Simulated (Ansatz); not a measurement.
## K3LuSe2O8: input and output

input.yaml (Ansatz 0.2.0)

```yaml
crystal:
  lattice:
    - [6.131617, 0.0, 0.0]
    - [-3.065808, 5.310137, 0.0]
    - [0.0, 0.0, 7.936019]
  atoms:
    - { symbol: Lu, position: [0.0, 0.0, 0.5] }
    - { symbol: O, position: [0.6667, 0.3333, 0.036] }
    - { symbol: O, position: [0.3333, 0.6667, 0.964] }
    - { symbol: Se, position: [0.6667, 0.3333, 0.2541] }
    - { symbol: Se, position: [0.3333, 0.6667, 0.7459] }
    - { symbol: K, position: [0.0, 0.0, 0.0] }
    - { symbol: O, position: [0.3485, 0.1743, 0.3298] }
    - { symbol: O, position: [0.8257, 0.1742, 0.3298] }
    - { symbol: O, position: [0.8258, 0.6515, 0.3298] }
    - { symbol: O, position: [0.1743, 0.3485, 0.6702] }
    - { symbol: O, position: [0.1742, 0.8257, 0.6702] }
    - { symbol: O, position: [0.6515, 0.8258, 0.6702] }
    - { symbol: K, position: [0.6667, 0.3333, 0.7058] }
    - { symbol: K, position: [0.3333, 0.6667, 0.2942] }
  symmetry: { tolerance: 0.0003 }
kpoints:
  mp_grid: { grid: [5, 5, 4], shift: [0, 0, 0] }
  band_path:
    path:
      - [0.0, 0.0, 0.0]
      - [0.5, 8.0e-08, 0.0]
      - [0.33333333, 0.33333342, 0.0]
      - [0.0, 0.0, 0.0]
      - [0.0, 0.0, 0.5]
      - [0.5, 8.0e-08, 0.5]
      - [0.33333333, 0.33333342, 0.5]
      - [0.0, 0.0, 0.5]
      - [0.5, 8.0e-08, 0.5]
      - [0.5, 8.0e-08, 0.0]
      - [0.33333333, 0.33333342, 0.5]
    npoints: 7
magnetization:
  spin_polarized: false
scf:
  occupations: { method: fermi_dirac, width: 0.0212 }
  lower_state_search: "off"
  max_iter: 200
hamiltonian:
  pseudopotentials: { kind: paw }
  xc: r2scan
total_charge: -2
basis:
  ecutwfc: 500
  fft_grid_basis: typed
output:
  forces: true
  stress: true
  eigenvalues: true
  bader: true
  populations: true
  elf: true
  write_potential: true
  volumetric_format: npy
  dos:
    e_range: [-12, 8]
    de: 0.05
    projected: { site_lists: { K: [K], Lu: [Lu], O: [O], Se: [Se] } }
  write_density: true
checkpoint:
  read: saved_state
```

Launched with:

```sh
ansatz run input.yaml --threads 1 --pin off --max-ram 2560MiB --backend cpu --events-out ev --progress --plain --runs-dir out
```

The saved state is an earlier solution for the same cell, perhaps on another mesh. 

Parts of the output:

```
SCF iter   1: F=-34862.2295 eV  Δρ=4.28e-3  dr2=4.15e-3  dr2_τ=2.11e-3
SCF iter   2: F=-34862.2341 eV  Δρ=2.25e-3  dr2=1.02e-3  dr2_τ=2.18e-3
SCF iter   3: F=-34862.2343 eV  Δρ=6.46e-4  dr2=5.94e-4  dr2_τ=1.82e-4
SCF iter   4: F=-34862.2348 eV  Δρ=1.18e-4  dr2=2.31e-5  dr2_τ=5.14e-6
SCF iter   5: F=-34862.2346 eV  Δρ=4.66e-5  dr2=4.19e-6  dr2_τ=6.51e-7
SCF iter   6: F=-34862.2346 eV  Δρ=2.67e-5  dr2=1.44e-6  dr2_τ=1.33e-7
SCF iter   7: F=-34862.2346 eV  Δρ=1.32e-5  dr2=4.56e-7  dr2_τ=5.80e-8
SCF iter   8: F=-34862.2346 eV  Δρ=5.07e-6  dr2=2.73e-8  dr2_τ=7.42e-9
Free energy (F): -34862.2346 eV
Harris-Foulkes:  -34862.2346 eV  (|F-HF|=2.36e-8)
Internal energy: -34862.2346 eV  (E = F + TS)
E sigma→0 (E₀):  -34862.2346 eV
Fermi energy:    8.4971 eV
--- Stress (GPa, compression-positive) ---
        4.2529       0.0000       0.0000
        0.0000       4.2529       0.0000
        0.0000       0.0000      -2.6147
  P = ⅓ Tr σ = 1.9637 GPa (19.637 kbar)
--- Löwdin populations: 14 sites ---
  site symbol       q [e]
     0     Lu     24.1800
     1      O      6.9728
     2      O      6.9728
     3     Se     14.3404
     4     Se     14.3404
     5      K      8.2608
     6      O      6.9186
     7      O      6.9186
     8      O      6.9186
     9      O      6.9186
    10      O      6.9186
    11      O      6.9186
    12      K      8.2704
    13      K      8.2704
  spilling = 0.0066 (of n_electrons = 134.0000)
--- Bader charges: 14 sites ---
  site symbol  charge [e]  shift [e]
     0     Lu      2.1126     0.0008
     1      O     -1.2872     0.0041
     2      O     -1.2872     0.0041
     3     Se      2.0268     0.0112
     4     Se      2.0268     0.0112
     5      K      0.8541     0.0000
     6      O     -1.3499     0.0025
     7      O     -1.3499     0.0025
     8      O     -1.3499     0.0025
     9      O     -1.3499     0.0025
    10      O     -1.3499     0.0025
    11      O     -1.3499     0.0025
    12      K      0.8267     0.0000
    13      K      0.8267     0.0000
```

Origin: a known structure type with other elements, at an estimated volume, so it need not be a known compound. Caveats: atoms or cell far from equilibrium; charged cell with a uniform background.

Run time, from a saved density: 4 min on 1 thread of Arm Neoverse V1 (shared host), peak memory 1.6 GiB.
